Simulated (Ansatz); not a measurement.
YMgAg:
```
CELL_PARAMETERS angstrom
      7.65464     0.00000     0.00000
     -3.82732     6.62912     0.00000
      0.00000     0.00000     4.16430
ATOMIC_POSITIONS crystal
  Y  0.58706 0.00000 0.50000
  Y  0.41294 0.41294 0.50000
  Y  0.00000 0.58706 0.50000
  Ag 0.33333 0.66667 0.00000
  Ag 0.66667 0.33333 0.00000
  Ag 0.00000 0.00000 0.50000
  Mg 0.24416 0.00000 0.00000
  Mg 0.75584 0.75584 0.00000
  Mg 0.00000 0.24416 0.00000
```

Relaxed with r²SCAN. Special points in fractions of this cell's reciprocal vectors: Γ (0.000, 0.000, 0.000); M (0.500, 0.000, 0.000); K (0.333, 0.333, 0.000); A (0.000, 0.000, 0.500); L (0.500, 0.000, 0.500); H (0.333, 0.333, 0.500).

Q: List the band energies nearest the Fermi level at these points for r²SCAN (plane waves, PAW; program Ansatz).

A: In eV from the Fermi level; about four levels below and three above (degenerate sets whole), none deeper than 8.9 eV; points with the same levels are listed once.

```json
[
 {"k": "Γ", "below": "-2.51 -2.51 -2.25 -2.25", "above": "0.67 0.83 0.94 0.94"},
 {"k": "M", "below": "-3.56 -1.52 -0.85 -0.10", "above": "0.03 0.50 0.70"},
 {"k": "K", "below": "-5.10 -5.10 -1.94 -1.94 -1.83", "above": "0.32 0.43 0.43"},
 {"k": "A", "below": "-0.41 -0.41 -0.18 -0.18", "above": "0.05 1.29 1.29"},
 {"k": "L", "below": "-0.74 -0.38 -0.30 -0.27", "above": "0.18 1.42 1.49"},
 {"k": "H", "below": "-0.86 -0.86 -0.35 -0.35 -0.26", "above": "0.55 1.35 1.42 1.42"}
]
```

Space group P-62m. The workflow started from an entry of the Crystallography Open Database (COD). Its standing as an ambient phase is unchecked. The r²SCAN relaxation kept the symmetry of its start; whether a distortion lowers the energy is not shown. No spin polarisation was allowed. Spin–orbit coupling is left out wherever it is not named.

Potentials: the later of the program's two PAW sets.
